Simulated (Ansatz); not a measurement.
CdSe (P6_3mc), relaxed and computed with several functionals in Ansatz (plane waves, PAW). Much of their spread follows the volume that each gives.

| functional | V (Å³/atom) | B₀ by P(V) fit (GPa) |
|---|---|---|
| r²SCAN | 28.85 | 51.4 |
| PBE | 29.74 | 44.7 |
| LDA | 27.11 | 57.8 |
| HSE06 | 29.00 | ? |

### Question
Fit a straight line to ln B₀ against ln V and predict the withheld value.

### Answer
Least squares on the 3 shown rows: ln B₀ = -2.64 × ln V + (12.780), with a scatter of 2.6 %. For HSE06 this gives 48.9. The run itself gave 50.2, a miss of 2.6 % of that.

Built on a structure type that need not be the filed one of that space group: CdSe, P6_3mc (Cd on 2a, Cd on 2b, Se on 2a, Se on 2b). Not the usual ambient phase: CdSe, P6_3mc (Cd on 2a, Cd on 2b, Se on 2a, Se on 2b). All cells were relaxed under the symmetry of their starts (and spin orders); stability against distortions was not tested throughout. Spin–orbit coupling is left out wherever it is not named.

Potentials: the later of the program's two PAW sets.

Ansatz (an electronic-structure program) is a plane-wave DFT program.
